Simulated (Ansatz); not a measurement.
ZnS:
```xyz
4
Lattice="3.7381 0.0000 0.0000 -1.8691 3.2373 0.0000 0.0000 0.0000 6.1430" Properties=species:S:1:pos:R:3 pbc="T T T"
Zn     0.0000     2.1582     0.0036
Zn     1.8691     1.0791     3.0752
S      0.0000     2.1582     2.3000
S      1.8691     1.0791     5.3715
```

Tensor components refer to the Cartesian frame of this cell.

Task: Give the proper piezoelectric stress tensor with relaxed ions from LDA in the plane-wave PAW code Ansatz.

Result: In C/m², rows x, y, z, Voigt columns; mesh uncertainty up to 0.00.
```
 0.00   0.00   0.00   0.00  -0.11   0.00
 0.00   0.00   0.00  -0.11   0.00   0.00
-0.17  -0.17   0.20   0.00   0.00   0.00
```

The elastic tensor of the same run (GPa):

```
 137  65.6  51.0   0.0   0.0   0.0
65.6   137  51.0   0.0   0.0   0.0
51.0  51.0   164   0.0   0.0   0.0
 0.0   0.0   0.0  30.5   0.0   0.0
 0.0   0.0   0.0   0.0  30.5   0.0
 0.0   0.0   0.0   0.0   0.0  35.9
```

Task: Convert to strain constants d = e·S.

Result: In pC/N:
```
 0.0   0.0   0.0   0.0  -3.7   0.0
 0.0   0.0   0.0  -3.7   0.0   0.0
-1.4  -1.4   2.1   0.0   0.0   0.0
```

Space group P6_3mc (wurtzite). Symmetry was held in the LDA relaxation. Signs of piezoelectric constants follow the polarity of the cell as given.

Potentials: the earlier of the program's two PAW sets. The files were generated under PBE; for other functionals the program regenerates the frozen cores, and for LDA and PBEsol the local potential too.
